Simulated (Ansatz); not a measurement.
YIr (CsCl type, space group No. 221) at seven volumes, DFT-LDA in the program Ansatz with PAW potentials, scaled uniformly. One row is withheld.

```json
[
 {"V (Å³/atom)": "17.232", "P (GPa)": "17.85"},
 {"V (Å³/atom)": "17.800", "P (GPa)": "10.92"},
 {"V (Å³/atom)": "18.368", "P (GPa)": "?"},
 {"V (Å³/atom)": "18.936", "P (GPa)": "0.00"},
 {"V (Å³/atom)": "19.504", "P (GPa)": "-4.26"},
 {"V (Å³/atom)": "20.073", "P (GPa)": "-7.89"},
 {"V (Å³/atom)": "20.641", "P (GPa)": "-10.97"}
]
```

**Question.** Fit the shown pressures and predict the withheld one.

**Answer.** P = (3/2)B₀(x^(7/2) − x^(5/2))[1 + (3/4)(B′ − 4)(x − 1)] with x = (V₀/V)^(2/3). Least squares on the six rows gives V₀ = 18.937 Å³/atom, B₀ = 154 GPa, B′ = 4.39. At V = 18.368, x = 1.0205 and P = 5.02 GPa. The run itself gave 5.02 GPa.

Space group Pm-3m (CsCl type). The first step of the workflow began from a Materials Project structure, measured or hypothetical; the Crystallography Open Database files this formula in space group No. 221, but the cells were not matched. Whether it is the stable phase at ambient conditions was not checked. The LDA relaxation kept the symmetry of its start; of distortions, only those at the zone centre were tested. The run is not spin-polarised. Spin–orbit coupling is left out wherever it is not named.

Potentials: the later of the program's two PAW sets.
